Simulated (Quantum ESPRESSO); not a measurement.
Simulation results for ZrTaAl$_{3}$Ru$_{3}$ (simulated cell), ZrTaIn$_{4}$Au$_{2}$ (simulated cell), ZrTi$_{2}$ZnW$_{4}$ (simulated cell), ZrTiAu$_{6}$ (simulated cell)

All values are calculated (Quantum ESPRESSO 7.5). Calculation on a made-up metal alloy cell, not a measurement: no spin or spin-orbit, unrelaxed, 2900 K smearing, stress positive in tension, cell energy less fitted offsets; periodic Kohn-Sham density functional theory in plane waves with PseudoDojo standard norm-conserving scalar-relativistic pseudopotentials, each functional with its own files (v0.5 for PBE, v0.4.1 for LDA and PBEsol), eight atoms on drawn sites of a strained close-packed or body-centred lattice, each displaced and held fixed; the energy is the cell's free energy, ions and the entropy term -TS included, at the stated Fermi-Dirac width, less a fixed offset for each atom's element (shifted free energy); compositions with an open d shell lost a parallel starting moment in a cheaper test run, and other magnetic orders were not tried; an error bar is the largest change of its kind in a tighter rerun, never given below 0.002 eV, 0.02 GPa or 0.003 eV/angstrom, and covers cutoff and k-mesh only, not smearing or the files.

Common to all runs: functional pbe; fermi dirac smearing 0.25 eV; electrons removed 0.

Notes on all entries: heavy elements are run without spin-orbit coupling, which real alloys of them have; a spin test at this wide smearing found no moment, but such smearing suppresses magnetism that the real alloy may have; lattice, volume and sites are drawn at random and may be unstable or far from any real phase; energies are for the whole cell, less offsets fitted to these runs, so they are not formation energies.

(1) ZrTaAl$_{3}$Ru$_{3}$ (simulated cell)

```
cell vectors (Å)
   1.9765     3.9529     1.9765
   0.0000     3.9529    -3.9529
  -3.9529     3.9529     0.0000
atoms (fractions of the cell vectors)
Al  0.00624 -0.02491  0.00572
Al -0.00788  0.01612  0.50877
Zr -0.00005  0.49285  0.00901
Ru  0.00625  0.50058  0.48523
Al  0.50718  0.25542  0.24145
Ru  0.50303  0.26159  0.73615
Ru  0.49172  0.75630  0.24162
Ta  0.50218  0.74924  0.73277
```

* lattice type: face-centred cubic
* cutoff: 1143 eV
* run command: mpirun -np 4 pw.x -nk 4 -in in
* run processor: AMD EPYC, Zen 5, virtual cores
* k mesh: 5 x 5 x 5 shifted half a step off Gamma on each axis
* entropy term negative ts: -1.34 eV
* pressure: 5.69 GPa
* stress xx: -5.88 GPa
* stress yy: -5.44 GPa
* stress zz: -5.76 GPa
* stress yz: -4.07 GPa
* stress xz: 5.06 GPa
* stress xy: -5.52 GPa
* shifted free energy: -1.615 eV

Atoms:
```tsv
atoms element	atom site	atom energy offset (eV)
Al	1	-63.26
Al	2	-63.26
Zr	3	-1377.61
Ru	4	-2750.51
Al	5	-63.26
Ru	6	-2750.51
Ru	7	-2750.51
Ta	8	-1771.44
```

Forces:
```tsv
site	x (eV/Å)	y (eV/Å)	z (eV/Å)
1	-0.307	0.579	-1.085
2	0.019	-0.292	0.526
3	0.604	-0.648	0.25
4	-0.251	0.388	0.427
5	-0.638	-0.275	0.235
6	-0.062	0.007	0.578
7	-0.313	-0.113	-0.81
8	0.948	0.354	-0.121
```

Notes: error bars: energy 0.002 eV, stress 0.032 GPa, force 0.0086 eV/Å, from a tighter rerun of a related cell, whose elements or sites may differ; 14 SCF iterations, 116 s of wall time on a shared machine.

(2) ZrTaAl$_{3}$Ru$_{3}$ (simulated cell)

```
cell vectors (Å)
   1.9765     3.9529     1.9765
   0.0000     3.9529    -3.9529
  -3.9529     3.9529     0.0000
atoms (fractions of the cell vectors)
Al  0.00624 -0.02491  0.00572
Ru -0.00788  0.01612  0.50877
Al -0.00005  0.49285  0.00901
Al  0.00625  0.50058  0.48523
Ta  0.50718  0.25542  0.24145
Zr  0.50303  0.26159  0.73615
Ru  0.49172  0.75630  0.24162
Ru  0.50218  0.74924  0.73277
```

* lattice type: face-centred cubic
* cutoff: 1143 eV
* run command: mpirun -np 4 pw.x -nk 4 -in in
* run processor: AMD EPYC, Zen 5, virtual cores
* k mesh: 5 x 5 x 5 shifted half a step off Gamma on each axis
* entropy term negative ts: -1.343 eV
* pressure: 6.02 GPa
* stress xx: -8.47 GPa
* stress yy: -7.55 GPa
* stress zz: -2.02 GPa
* stress yz: -1.7 GPa
* stress xz: -1.67 GPa
* stress xy: 3.43 GPa
* shifted free energy: -1.636 eV

Atoms:
```tsv
atoms element	atom site	atom energy offset (eV)
Al	1	-63.26
Ru	2	-2750.51
Al	3	-63.26
Al	4	-63.26
Ta	5	-1771.44
Zr	6	-1377.61
Ru	7	-2750.51
Ru	8	-2750.51
```

Forces:
```tsv
site	x (eV/Å)	y (eV/Å)	z (eV/Å)
1	0.009	0.274	0.28
2	0.998	0.273	0.369
3	0.192	-0.554	-1.155
4	-0.561	0.261	-1.305
5	-0.47	-0.204	0.511
6	-0.149	-0.216	0.978
7	0.444	-0.174	0.003
8	-0.462	0.339	0.318
```

Notes: error bars: energy 0.002 eV, stress 0.032 GPa, force 0.0086 eV/Å, from a tighter rerun of a related cell, whose elements or sites may differ; 13 SCF iterations, 113 s of wall time on a shared machine.

(3) ZrTaIn$_{4}$Au$_{2}$ (simulated cell)

```
cell vectors (Å)
  -4.3248    -0.0094    -0.0616
   0.0522    -4.3648     4.4824
   0.0450     6.4715     2.1656
atoms (fractions of the cell vectors)
In -0.01434  0.00570 -0.00043
Au  0.00264  0.25543  0.50434
Zr -0.01245  0.50779 -0.00294
In  0.01561  0.75728  0.50357
In  0.50127  0.12819  0.74875
Ta  0.50389  0.36947  0.23820
Au  0.48940  0.63005  0.75250
In  0.49157  0.87618  0.25799
```

* lattice type: face-centred cubic
* cutoff: 1116 eV
* run command: mpirun -np 4 pw.x -nk 4 -in in
* run processor: Intel Xeon, older, virtual cores
* k mesh: 5 x 4 x 4 shifted half a step off Gamma on each axis
* entropy term negative ts: -1.034 eV
* pressure: 1.72 GPa
* stress xx: -0.82 GPa
* stress yy: -0.81 GPa
* stress zz: -3.53 GPa
* stress yz: -0.37 GPa
* stress xz: 0.41 GPa
* stress xy: 0.13 GPa
* shifted free energy: -0.956 eV

Atoms:
```tsv
atoms element	atom site	atom energy offset (eV)
In	1	-1808.02
Au	2	-4032.82
Zr	3	-1377.61
In	4	-1808.02
In	5	-1808.02
Ta	6	-1771.44
Au	7	-4032.82
In	8	-1808.02
```

Forces:
```tsv
site	x (eV/Å)	y (eV/Å)	z (eV/Å)
1	-0.195	0.549	0.432
2	0.12	-0.208	-0.021
3	-0.19	0.078	-0.44
4	0.349	0.562	-1.009
5	0.211	-0.322	0.655
6	0.076	0.442	0.74
7	-0.115	-0.326	-0.234
8	-0.256	-0.776	-0.123
```

Notes: error bars: energy 0.0078 eV, stress 0.17 GPa, force 0.012 eV/Å, from a tighter rerun of a related cell, whose elements or sites may differ; 13 SCF iterations, 314 s of wall time on a shared machine.

(4) ZrTi$_{2}$ZnW$_{4}$ (simulated cell)

```
cell vectors (Å)
  -0.0560     3.9709     3.9783
   3.9240    -0.0427     3.9649
   3.9127     3.9463    -0.0314
atoms (fractions of the cell vectors)
W  -0.00922  0.00022 -0.00268
Zr -0.00045 -0.00520  0.50627
W   0.00147  0.49293  0.00801
Ti  0.00580  0.49840  0.48292
Zn  0.48661  0.00533  0.00326
W   0.49839  0.00234  0.50094
Ti  0.50798  0.49163 -0.00366
W   0.50782  0.49199  0.50430
```

* lattice type: face-centred cubic
* cutoff: 1143 eV
* run command: mpirun -np 4 pw.x -nk 4 -in in
* run processor: Intel Xeon, 2023 or later, virtual cores
* k mesh: 5 x 5 x 5 shifted half a step off Gamma on each axis
* entropy term negative ts: -1.656 eV
* pressure: 15.98 GPa
* stress xx: -13.34 GPa
* stress yy: -20.66 GPa
* stress zz: -13.94 GPa
* stress yz: -0.16 GPa
* stress xz: -0.62 GPa
* stress xy: -1.02 GPa
* shifted free energy: 0.377 eV

Atoms:
```tsv
atoms element	atom site	atom energy offset (eV)
W	1	-2063.48
Zr	2	-1377.61
W	3	-2063.48
Ti	4	-1615.4
Zn	5	-5688.29
W	6	-2063.48
Ti	7	-1615.4
W	8	-2063.48
```

Forces:
```tsv
site	x (eV/Å)	y (eV/Å)	z (eV/Å)
1	0.151	0.715	0.242
2	-0.664	-0.025	-0.548
3	-0.338	-0.779	0.092
4	0.7	0.487	0.28
5	-0.435	0.335	-0.128
6	-0.082	0.092	-0.159
7	0.464	-0.14	0.302
8	0.206	-0.686	-0.081
```

Notes: error bars: energy 0.0038 eV, stress 0.048 GPa, force 0.0031 eV/Å, from a tighter rerun of a related cell, whose elements or sites may differ; 17 SCF iterations, 440 s of wall time on a shared machine.

(5) ZrTiAu$_{6}$ (simulated cell)

```
cell vectors (Å)
  -2.9814     0.0145    -0.0116
  -0.0190     0.0544    -4.7647
   0.0501   -10.1039     0.1154
atoms (fractions of the cell vectors)
Au  0.01617 -0.02003  0.00284
Ti -0.02557  0.02339  0.52114
Au -0.02189  0.48936  0.35198
Au -0.00526  0.52551  0.82422
Zr  0.49477  0.02688  0.24008
Au  0.47398 -0.01307  0.74177
Au  0.50803  0.53057  0.08237
Au  0.48052  0.49755  0.58810
```

* lattice type: hexagonal close-packed
* cutoff: 1143 eV
* run command: pw.x -nk 1 -in in
* run processor: AMD EPYC, Zen 5, virtual cores
* k mesh: 8 x 5 x 3 shifted half a step off Gamma on each axis
* entropy term negative ts: -1.161 eV
* pressure: 7.02 GPa
* stress xx: -7.13 GPa
* stress yy: -7.27 GPa
* stress zz: -6.67 GPa
* stress yz: -1.1 GPa
* stress xz: 0.09174 GPa
* stress xy: -0.47 GPa
* shifted free energy: -0.428 eV

Atoms:
```tsv
atoms element	atom site	atom energy offset (eV)
Au	1	-4032.82
Ti	2	-1615.4
Au	3	-4032.82
Au	4	-4032.82
Zr	5	-1377.61
Au	6	-4032.82
Au	7	-4032.82
Au	8	-4032.82
```

Forces:
```tsv
site	x (eV/Å)	y (eV/Å)	z (eV/Å)
1	0.268	0.77	-1.563
2	-0.041	1.044	0.513
3	-0.064	0.486	-0.771
4	0.073	-0.584	1.21
5	0.06	-1.091	0.392
6	-0.124	-0.607	-1.128
7	-0.153	-0.16	1.44
8	-0.017	0.142	-0.093
```

Notes: error bars: energy 0.0046 eV, stress 0.097 GPa, force 0.012 eV/Å, from a tighter rerun of a related cell, whose elements or sites may differ; 16 SCF iterations, 1789 s of wall time on a shared machine.
